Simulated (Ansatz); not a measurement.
BP:
Space group F-43m (No. 216); a = 4.4907 Å, b = 4.4907 Å, c = 4.4907 Å, α = 90.00°, β = 90.00°, γ = 90.00°

```
atom  site  symmetry       x       y       z
----  ----  --------  ------  ------  ------
B       4a      -43m  0.0000  0.0000  0.0000
P       4c      -43m  0.2500  0.2500  0.2500
```
(The calculation used a cell of 2 atoms; values per cell refer to that cell.)

Relaxed with LDA.

Task: Give the optical modes at the zone centre with their infrared and Raman activity from DFPT, DFT-LDA in the program Ansatz with PAW potentials.

Result: Transverse frequencies, without the LO–TO term; a row sums one degenerate level.

| ω (cm⁻¹) | degeneracy | IR ((D/Å)²/amu) | Raman (Å⁴/amu) | activity | symmetry |
|---|---|---|---|---|---|
| 821 | 3 | 3.54 | 780 | IR+Raman | T2 |

Task: How high does the top mode go among those that the LO–TO term moves?

Result: 828 cm⁻¹ for q along x.

The cell was relaxed with LDA under the symmetry of its start; phonons on a q-mesh show no instability.

Potentials: the earlier of the program's two PAW sets.
